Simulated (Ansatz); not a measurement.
# Zone-centre phonons of NbRu: input and output

Level of theory: DFT LDA, scalar-relativistic, plane waves, PAW in Ansatz.

Launched with:
```bash
ansatz run input.yaml --threads 1 --pin off --max-ram 3072MiB --backend cpu --events-out ev --progress --plain --runs-dir out
```

Input (bare energies are in eV):
```yaml
crystal:
  lattice:
    - [3.007257525, 0.0, 0.0]
    - [0.0, 3.007257525, 0.0]
    - [0.0, 0.0, 3.362553485]
  atoms:
    - { symbol: Nb, position: [0.0, 0.0, 0.0] }
    - { symbol: Ru, position: [0.5, 0.5, 0.5] }
basis:
  ecutwfc: 420
kpoints:
  mp_grid: { grid: [14, 14, 12] }
hamiltonian:
  xc: lda
scf:
  occupations: { method: fermi_dirac, width: 0.15 }
output:
  eigenvalues: true
phonons:
  method: dfpt
  eigenvectors: true
```

Results section of the output:
```
--- Phonons (Γ-DFPT): 4 representative perturbations + reference, on 448 of 2352 k-points (Σ response iterations 12) ---
  k mesh reduced under 8 symmetry operations, with k and −k counted as one. Each operation leaves every solved displacement unchanged or reverses it
  ASR residual: 2.326e-3 → 0.000e0 eV/Å²; symmetrization residual: 1.074e-5 eV/Å²
  ASR residual per site (eV/Å²): 1.84e-3 2.33e-3
  Γ frequencies (cm⁻¹): 0.00 0.00 0.00 146.09 159.25 159.25
  non-analytic LO–TO correction: not included (Born effective charges unavailable; polar crystals: no LO–TO splitting at Γ)
```

It took 110 s on 1 thread of Arm Neoverse V1, on a shared host, peak memory 0.99 GiB.

In a metal, frequencies and elastic constants depend on the k mesh and the smearing, soft modes and shear constants most.